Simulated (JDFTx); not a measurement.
ScAl3(110) slab cut from bulk ScAl3 (space group Pm-3m, indices of the conventional cell, lattice of the Materials Project entry mp-2121, not re-optimised): 14 atoms in 7 planes, a 1x1 cell of 23.63 Å² (|a| = 4.088, |b| = 5.781 Å), 8.6 Å between the outermost planes, Al outermost, slab composition Sc3Al11, cell height 24.7 Å, 6×4×1 k mesh, Fermi smearing 0.01 Ha, no spin polarisation. Whether this polymorph is the ambient one wasn't checked. Neither spin polarisation nor a larger cell was tried.

Computed with JDFTx (a modified build): PBE, GBRV ultrasoft potentials, plane waves to 20/100 Ha. Liquid on both sides: linear PCM (GLSSA13), water, 1 M KCl; nuclei fixed, outer atoms relaxed in vacuum. The electron chemical potential μ is absolute (zero in the bulk liquid) and is turned into a potential by U = −μ/e − 4.44 V vs SHE, a convention. This is a symmetric, unreconstructed model surface, and the continuum liquid cannot react with it.

| U (V vs SHE) | μ (eV) | excess electrons per cell | σ (μC/cm², per face) | run |
|---|---|---|---|---|
| -1.25 | -3.19 | 0.336 | -11.4 | fixed potential |
| [?] | [?] | 0.236 | -8.0 | fixed charge |
| -0.70 | -3.74 | 0.083 | -2.8 | fixed potential |
| -0.54 | -3.90 | 0.000 | 0.0 | neutral |
| -0.40 | -4.04 | -0.083 | 2.8 | fixed potential |
| -0.25 | -4.19 | [?] | [?] | fixed potential |
| -0.05 | -4.39 | -0.337 | 11.4 | fixed potential |

Q: Fill in the missing entries, row by row.

A: 
- row 2, U (V vs SHE): -1.02
- -1.02, μ (eV): -3.42
- -0.25, excess electrons per cell: -0.179
- -0.25, σ (μC/cm², per face): 6.1
